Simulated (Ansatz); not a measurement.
# Where the states of AlNi lie

```cif
data_structure
_symmetry_space_group_name_H-M 'Pm-3m'
_symmetry_Int_Tables_number 221
_cell_length_a 2.8810
_cell_length_b 2.8810
_cell_length_c 2.8810
_cell_angle_alpha 90.000
_cell_angle_beta 90.000
_cell_angle_gamma 90.000
_cell_volume 23.91
loop_
_atom_site_label
_atom_site_type_symbol
_atom_site_symmetry_multiplicity
_atom_site_Wyckoff_symbol
_atom_site_fract_x
_atom_site_fract_y
_atom_site_fract_z
_atom_site_occupancy
Al1 Al 1 a 0.00000 0.00000 0.00000 1
Ni1 Ni 1 b 0.50000 0.50000 0.50000 1
```

The runs use the primitive cell with vectors (2.881, 0.000, 0.000), (0.000, 2.881, 0.000), (0.000, 0.000, 2.881) Å, to which the k mesh refers.

It takes space group Pm-3m (No. 221, cubic). Conventional cell: a = 2.881 Å, b = 2.881 Å, c = 2.881 Å, α = 90.00°, β = 90.00°, γ = 90.00°. Around Al (site symmetry m-3m) lie 8 Ni at 2.50 Å. Ni (site symmetry m-3m) is surrounded by 8 Al at 2.50 Å.

The geometry is COD entry 9008802, unchecked; take it as a test cell.

Level of theory: DFT, PBEsol, all-electron LAPW, scalar-relativistic (Ansatz 0.2.0).

Sampling and basis: a Γ-centred 13×13×13 k mesh, Fermi–Dirac smearing of 0.05 eV, basis error target 0.5 meV/atom, spin-polarised from start moments Ni2 1.5 μB (the moments died away, and the run ended non-magnetic).

States per eV and cell, averaged over 0.4 eV, from -11.0 to 4.0 eV, with energies (bin centres) from the Fermi level; empty bins are left out. The partial columns, the largest 4 alone, are projections on Löwdin-orthogonalised atomic shells (those that the program's projection atoms carry: the occupied ones and, for some elements, an empty d or f shell; other empty shells have no column), summed over atoms of an element. Weights on diffuse s and p shells depend on that basis and aren't pure angular character.

```json
{"E (eV)": "-10.9", "total": "0.06", "Ni 3d": "0.00", "Al 3p": "0.01", "Al 3s": "0.03", "Ni 4s": "0.03"}
{"E (eV)": "-10.5", "total": "0.12", "Ni 3d": "0.00", "Al 3p": "0.03", "Al 3s": "0.05", "Ni 4s": "0.04"}
{"E (eV)": "-10.1", "total": "0.17", "Ni 3d": "0.00", "Al 3p": "0.05", "Al 3s": "0.06", "Ni 4s": "0.05"}
{"E (eV)": "-9.7", "total": "0.20", "Ni 3d": "0.00", "Al 3p": "0.07", "Al 3s": "0.07", "Ni 4s": "0.05"}
{"E (eV)": "-9.3", "total": "0.23", "Ni 3d": "0.00", "Al 3p": "0.08", "Al 3s": "0.08", "Ni 4s": "0.05"}
{"E (eV)": "-8.9", "total": "0.26", "Ni 3d": "0.00", "Al 3p": "0.10", "Al 3s": "0.09", "Ni 4s": "0.06"}
{"E (eV)": "-8.5", "total": "0.29", "Ni 3d": "0.01", "Al 3p": "0.12", "Al 3s": "0.10", "Ni 4s": "0.06"}
{"E (eV)": "-8.1", "total": "0.32", "Ni 3d": "0.01", "Al 3p": "0.13", "Al 3s": "0.12", "Ni 4s": "0.06"}
{"E (eV)": "-7.7", "total": "0.35", "Ni 3d": "0.02", "Al 3p": "0.15", "Al 3s": "0.13", "Ni 4s": "0.05"}
{"E (eV)": "-7.3", "total": "0.45", "Ni 3d": "0.03", "Al 3p": "0.18", "Al 3s": "0.18", "Ni 4s": "0.06"}
{"E (eV)": "-6.9", "total": "0.45", "Ni 3d": "0.04", "Al 3p": "0.18", "Al 3s": "0.17", "Ni 4s": "0.05"}
{"E (eV)": "-6.5", "total": "0.44", "Ni 3d": "0.06", "Al 3p": "0.17", "Al 3s": "0.16", "Ni 4s": "0.04"}
{"E (eV)": "-6.1", "total": "0.55", "Ni 3d": "0.10", "Al 3p": "0.20", "Al 3s": "0.20", "Ni 4s": "0.04"}
{"E (eV)": "-5.7", "total": "0.64", "Ni 3d": "0.16", "Al 3p": "0.23", "Al 3s": "0.20", "Ni 4s": "0.04"}
{"E (eV)": "-5.3", "total": "0.68", "Ni 3d": "0.22", "Al 3p": "0.24", "Al 3s": "0.18", "Ni 4s": "0.04"}
{"E (eV)": "-4.9", "total": "0.64", "Ni 3d": "0.21", "Al 3p": "0.26", "Al 3s": "0.11", "Ni 4s": "0.04"}
{"E (eV)": "-4.5", "total": "0.74", "Ni 3d": "0.28", "Al 3p": "0.30", "Al 3s": "0.09", "Ni 4s": "0.06"}
{"E (eV)": "-4.1", "total": "1.38", "Ni 3d": "0.67", "Al 3p": "0.50", "Al 3s": "0.09", "Ni 4s": "0.10"}
{"E (eV)": "-3.7", "total": "1.72", "Ni 3d": "1.03", "Al 3p": "0.53", "Al 3s": "0.08", "Ni 4s": "0.06"}
{"E (eV)": "-3.3", "total": "2.08", "Ni 3d": "1.52", "Al 3p": "0.48", "Al 3s": "0.03", "Ni 4s": "0.01"}
{"E (eV)": "-2.9", "total": "3.06", "Ni 3d": "2.37", "Al 3p": "0.63", "Al 3s": "0.00", "Ni 4s": "0.01"}
{"E (eV)": "-2.5", "total": "2.66", "Ni 3d": "2.36", "Al 3p": "0.19", "Al 3s": "0.00", "Ni 4s": "0.06"}
{"E (eV)": "-2.1", "total": "5.79", "Ni 3d": "5.39", "Al 3p": "0.23", "Al 3s": "0.01", "Ni 4s": "0.08"}
{"E (eV)": "-1.7", "total": "5.18", "Ni 3d": "4.86", "Al 3p": "0.20", "Al 3s": "0.01", "Ni 4s": "0.03"}
{"E (eV)": "-1.3", "total": "1.00", "Ni 3d": "0.83", "Al 3p": "0.11", "Al 3s": "0.01", "Ni 4s": "0.02"}
{"E (eV)": "-0.9", "total": "0.51", "Ni 3d": "0.40", "Al 3p": "0.08", "Al 3s": "0.00", "Ni 4s": "0.01"}
{"E (eV)": "-0.5", "total": "1.70", "Ni 3d": "1.31", "Al 3p": "0.28", "Al 3s": "0.03", "Ni 4s": "0.06"}
{"E (eV)": "-0.1", "total": "0.97", "Ni 3d": "0.60", "Al 3p": "0.27", "Al 3s": "0.04", "Ni 4s": "0.03"}
{"E (eV)": "0.3", "total": "0.72", "Ni 3d": "0.36", "Al 3p": "0.26", "Al 3s": "0.04", "Ni 4s": "0.02"}
{"E (eV)": "0.7", "total": "0.53", "Ni 3d": "0.22", "Al 3p": "0.22", "Al 3s": "0.03", "Ni 4s": "0.01"}
{"E (eV)": "1.1", "total": "0.41", "Ni 3d": "0.14", "Al 3p": "0.19", "Al 3s": "0.03", "Ni 4s": "0.01"}
{"E (eV)": "1.5", "total": "0.29", "Ni 3d": "0.08", "Al 3p": "0.13", "Al 3s": "0.02", "Ni 4s": "0.02"}
{"E (eV)": "1.9", "total": "0.40", "Ni 3d": "0.09", "Al 3p": "0.10", "Al 3s": "0.03", "Ni 4s": "0.13"}
{"E (eV)": "2.3", "total": "0.68", "Ni 3d": "0.14", "Al 3p": "0.12", "Al 3s": "0.09", "Ni 4s": "0.20"}
{"E (eV)": "2.7", "total": "0.93", "Ni 3d": "0.20", "Al 3p": "0.23", "Al 3s": "0.19", "Ni 4s": "0.16"}
{"E (eV)": "3.1", "total": "0.86", "Ni 3d": "0.18", "Al 3p": "0.24", "Al 3s": "0.21", "Ni 4s": "0.11"}
{"E (eV)": "3.5", "total": "0.82", "Ni 3d": "0.14", "Al 3p": "0.25", "Al 3s": "0.23", "Ni 4s": "0.09"}
{"E (eV)": "3.9", "total": "0.78", "Ni 3d": "0.12", "Al 3p": "0.26", "Al 3s": "0.21", "Ni 4s": "0.08"}
```

Which of the resolved shells contributes most within 0.3 eV of the Fermi level?

Ni 3d, with 59 % of all states there; Al 3p follows with 29 %.

Where is the centre of the filled Ni 3d states between -14 eV and the top of the filled states?

-2.31 eV from the Fermi level.
